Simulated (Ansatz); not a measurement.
W:
```
CELL_PARAMETERS angstrom
     -1.57718     1.57718     1.57718
      1.57718    -1.57718     1.57718
      1.57718     1.57718    -1.57718
ATOMIC_POSITIONS crystal
  W  0.00000 0.00000 0.00000
```

Relaxed with PBEsol. Special points in fractions of this cell's reciprocal vectors: Γ (0.000, 0.000, 0.000); H (0.500, -0.500, 0.500); N (0.000, 0.000, 0.500); P (0.250, 0.250, 0.250).

Q: List the band energies nearest the Fermi level at these points for PBEsol in the plane-wave PAW code Ansatz.

A: In eV from the Fermi level; about four levels below and three above (degenerate sets whole), none deeper than 8.9 eV; … stands for higher levels left out; points with the same levels are listed once.

```tsv
k	below	above
Γ	-1.25 -1.25 -1.25	2.26 2.26 …
H	-5.93 -5.93	5.25 5.25 5.25
N	-6.34 -3.62	0.75 2.16 3.16
P	-2.97 -2.97 -2.97	3.33 3.33 6.69
```

Space group Im-3m (bcc (W type)). The cell was relaxed with PBEsol under the symmetry of its start. No spin polarisation was allowed. Scalar-relativistic: spin–orbit coupling is off unless named, which matters more the heavier the elements.

Potentials: the later of the program's two PAW sets.
